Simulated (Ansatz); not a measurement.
# Equation of state of SnO from a dense series

```
CELL_PARAMETERS angstrom
3.80200 0.00000 0.00000
0.00000 3.80200 0.00000
0.00000 0.00000 4.83600
ATOMIC_POSITIONS crystal
Sn 0.00000 0.50000 0.23850
Sn 0.50000 0.00000 0.76150
O 0.00000 0.00000 0.00000
O 0.50000 0.50000 0.00000
```

Atom numbers follow the list: Sn1, Sn2, O3, O4.

The cell comes from COD entry 9008956, which wasn't checked; take it as a given geometry.

Spin–orbit coupling is left out, though it moves levels of the heavy atoms by tenths of an eV or more.

Method: Ansatz 0.2.0, DFT, LDA, all-electron LAPW, scalar-relativistic.

Sampling and basis: a Γ-centred 6×6×5 k mesh, Fermi–Dirac smearing of 0.02 eV, basis error target 0.5 meV/atom, no spin polarisation.

The cell is scaled evenly. Fractional coordinates are held (clamped ions).

| V (Å³/atom) | P (GPa) |
| --- | --- |
| 16.428 | 3.51 |
| 16.777 | 1.15 |
| 17.127 | -0.94 |
| 17.302 | -1.92 |
| 17.476 | -2.85 |
| 17.651 | -3.74 |
| 17.826 | -4.58 |
| 18.525 | -7.52 |

(1) Fit a third-order Birch–Murnaghan curve to the pressures.

(2) Predict the pressure at the withheld volume, 18.175 Å³/atom.

Answers

(1) P = (3B0/2)(y^(7/2) − y^(5/2))[1 + (3/4)(B0′ − 4)(y − 1)] with y = (V0/V)^(2/3) fits within 0.01 GPa for V0 = 16.965 Å³/atom, B0 = 102.1 GPa and B0′ = 4.03.

(2) There y = 0.9551, so the fit gives -6.12 GPa; the run gave -6.13 GPa.
